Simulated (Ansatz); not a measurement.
Data:

Ca3Zr2S7:
```yaml
crystal:
  lattice:
    - [11.76704, -3.34022, 0.00000]
    - [11.76704, 3.34022, 0.00000]
    - [0.00000, 0.00000, 7.14958]
  atoms:
    - { symbol: Ca, position: [0.72925, 0.27075, 0.09628] }
    - { symbol: Ca, position: [0.27075, 0.72925, 0.59628] }
    - { symbol: Ca, position: [0.43919, 0.93627, 0.41449] }
    - { symbol: Ca, position: [0.56081, 0.06373, 0.91449] }
    - { symbol: Ca, position: [0.06373, 0.56081, 0.41449] }
    - { symbol: Ca, position: [0.93627, 0.43919, 0.91449] }
    - { symbol: Zr, position: [0.84876, 0.35841, 0.49442] }
    - { symbol: Zr, position: [0.15124, 0.64159, 0.99442] }
    - { symbol: Zr, position: [0.64159, 0.15124, 0.49442] }
    - { symbol: Zr, position: [0.35841, 0.84876, 0.99442] }
    - { symbol: S, position: [0.81448, 0.93537, 0.19818] }
    - { symbol: S, position: [0.18552, 0.06463, 0.69818] }
    - { symbol: S, position: [0.06463, 0.18552, 0.19818] }
    - { symbol: S, position: [0.93537, 0.81448, 0.69818] }
    - { symbol: S, position: [0.35716, 0.49095, 0.31394] }
    - { symbol: S, position: [0.64284, 0.50905, 0.81394] }
    - { symbol: S, position: [0.50905, 0.64284, 0.31394] }
    - { symbol: S, position: [0.49095, 0.35716, 0.81394] }
    - { symbol: S, position: [0.15576, 0.43478, 0.04048] }
    - { symbol: S, position: [0.84424, 0.56522, 0.54048] }
    - { symbol: S, position: [0.56522, 0.84424, 0.04048] }
    - { symbol: S, position: [0.43478, 0.15576, 0.54048] }
    - { symbol: S, position: [0.13203, 0.86797, 0.97229] }
    - { symbol: S, position: [0.86797, 0.13203, 0.47229] }
```

This is the PBE-relaxed structure. Tensor components refer to the Cartesian frame of this cell.

Question: All from PBE (plane waves, PAW; program Ansatz), unless another level is named. Estimate the hole effective mass.

Answer: 0.40, 1.1, 5.8 mₑ (principal values).

Question: Next, the band gap?

Answer: 1.42 eV (smallest direct gap 1.42 eV).

Question: Next, the conduction-band minimum?

Answer: at Γ.

Question: What about the valence-band maximum?

Answer: on the Γ–Z line, 29 % of the way from Γ (k = 0.000, 0.000, 0.146).

Space group Cmc2_1. The start of the workflow was typed in or built on a structure type; neither database checked (COD, Materials Project) lists it. Whether it is the stable phase at ambient conditions was not checked. The PBE relaxation kept the symmetry of its start; its stability against distortions is not shown here. The run is not spin-polarised. Spin–orbit coupling is left out wherever it is not named.

Potentials: the later of the program's two PAW sets.
